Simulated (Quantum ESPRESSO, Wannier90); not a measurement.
## Wannierisation of TaSe2 (CdI2 type)

```
begin unit_cell_cart
ang
    3.5098498859    0.0000000000    0.0000000000
   -1.7549249430    3.0396191647    0.0000000000
    0.0000000000    0.0000000000    6.5996000000
end unit_cell_cart
begin atoms_frac
Ta   0.0000000000  0.0000000000  0.0000000000
Se  -0.3333333333  0.3333333333 -0.2466100000
Se   0.3333333333 -0.3333333333  0.2466100000
end atoms_frac
```

Cell from Materials Project (mp-11324), symmetrised, no further relaxation. Not found in the COD (Crystallography Open Database) copy used, which has the formula in other groups; not checked further. Method: PBEsol plane waves in Quantum ESPRESSO 7.5 (PseudoDojo norm-conserving files, 69 Ry, spinors with spin-orbit coupling), Bloch states on a 6×6×4 mesh through Γ, Wannier90 4.0.1. Density: 12×12×6 mesh, cold smearing 0.01 Ry. The cell is built of weakly bound layers, chains or molecules, whose nearest atoms lie 3.91 Å apart. Database cells relaxed without dispersion often hold them too far apart, which can enlarge gaps and weakens couplings between them; spacing and stacking were not compared with the measured crystal.

A tight-binding model is made by disentanglement and projection with no localisation steps (num_iter = 0), so the 22 orbitals stay atom-like: hydrogen-like Ta: d; Se: p, axes along x, y, z; frozen window up to 3.00 eV relative to the Fermi level. It follows pw.x to 7.1 meV rms for states up to 1.0 eV relative to the Fermi level. Matrix elements depend on this choice of orbitals and windows.

Task: What are the on-site energies relative to the Fermi level, and how fast do the hoppings decay?

Result: 
```
atom                   orbitals  energy (eV)
----  -------------------------  -----------
Ta1                   dz2↑ dz2↓         0.10
Ta1         dxz↑ dxz↓ dyz↑ dyz↓         1.18
Ta1   dx2-y2↑ dx2-y2↓ dxy↑ dxy↓         0.37
Se2                     pz↑ pz↓        -2.27
Se2             px↑ px↓ py↑ py↓        -2.12
Se3                     pz↑ pz↓        -2.27
Se3             px↑ px↓ py↑ py↓        -2.12
```

| distance of the centres (Å) | largest modulus (eV) |
|---|---|
| 2–3 | 1.6 |
| 3–4 | 0.85 |
| 4–5 | 0.084 |
| 5–6 | 0.15 |
| 6–7 | 0.048 |
| 7–8 | 0.066 |
| 8–9 | 0.019 |

Effective spin-orbit constants λ of λ L·S, from the same-site elements px↑–py↑ (λ/2) and dx2-y2↑–dxy↑ (λ), where they are among the larger elements: Ta1 d 0.24 eV.
